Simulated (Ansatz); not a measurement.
**PbS: computed property card**

PbS:
```xyz
2
Lattice="0.0000 3.3009 3.3009 3.3009 0.0000 3.3009 3.3009 3.3009 0.0000" Properties=species:S:1:pos:R:3 pbc="T T T"
S      1.6504     1.6504     1.6504
Pb     0.0000     0.0000     0.0000
```

Space group F-43m (No. 216), zinc blende; conventional cell a = 6.602 Å, b = 6.602 Å, c = 6.602 Å, α = 90.00°, β = 90.00°, γ = 90.00°.

Method: r²SCAN in the plane-wave PAW code Ansatz. Structure relaxed to zero pressure with the same functional. Other levels are named where they apply.

**Cell and energy**

```json
{
 "volume_per_atom": "35.97 Å³",
 "density": "5.52 g/cm³",
 "Formation energy from the elements (no fitted shifts)": "-0.42 eV/atom"
}
```

**Electronic structure**

```json
{
 "band_gap": "0.95 eV (indirect)",
 "valence_band_maximum": "at W",
 "conduction_band_minimum": "at X (3 equivalent valleys)",
 "smallest_direct_gap_on_the_standard_path": "1.45 eV",
 "electron_effective_mass": "0.36, 0.36, 1.7 mₑ (principal values)",
 "hole_effective_mass": "0.62, 0.62, 0.73 mₑ (principal values)",
 "HSE06 gap on the r²SCAN cell": "1.30 eV",
 "Gap with spin–orbit coupling": "0.84 eV"
}
```

**Mechanics**

```json
{
 "Bulk modulus (Birch–Murnaghan fit)": "38.4 GPa",
 "Pressure derivative B′": "4.1",
 "Elastic constants (relaxed ions, GPa)": "C11 = 39.8, C12 = 37.8, C44 = -7.8",
 "mechanical_stability": "unstable (C has a negative eigenvalue)",
 "Piezoelectric stress constants (proper, relaxed ions, C/m²)": "e14 = e25 = e36 = -0.39"
}
```

**Charges**

```json
{
 "bader_charges": "S -1.03, Pb +1.03 e"
}
```

The start of the workflow was typed in or built on a structure type; neither database checked (COD, Materials Project) lists it. It is not the phase usual at ambient conditions (space group No. 225). The cell was relaxed with r²SCAN under the symmetry of its start. Signs of piezoelectric constants follow the polarity of the cell as given. The references are the lowest solids computed at this level, not always the standard phases. Scalar-relativistic: spin–orbit coupling is off unless named, which matters more the heavier the elements.

Potentials: the earlier of the program's two PAW sets.
